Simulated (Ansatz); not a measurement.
System: Pb (fcc type), 1 atom in the cell.

```xyz
1
Lattice="0.0000 2.5198 2.5198 2.5198 0.0000 2.5198 2.5198 2.5198 0.0000" Properties=species:S:1:pos:R:3 pbc="T T T"
Pb    0.0000    0.0000    0.0000
```

Code and potentials: Ansatz all-electron LAPW. Settings of the plain PBE run: k-mesh 4×4×4 Γ-centred; Fermi–Dirac smearing of 0.15 eV; no spin polarisation; no spin–orbit coupling.

Plain PBE gives:

| Property | Result |
| --- | --- |
| Pressure | 0.00 GPa |

**Question.** What changes under PBE with spin–orbit coupling?

**Answer.** The pressure increases by 0.63 GPa to 0.63 GPa.

The k-mesh is coarse, so these values belong to this mesh and can lie far from the converged ones.
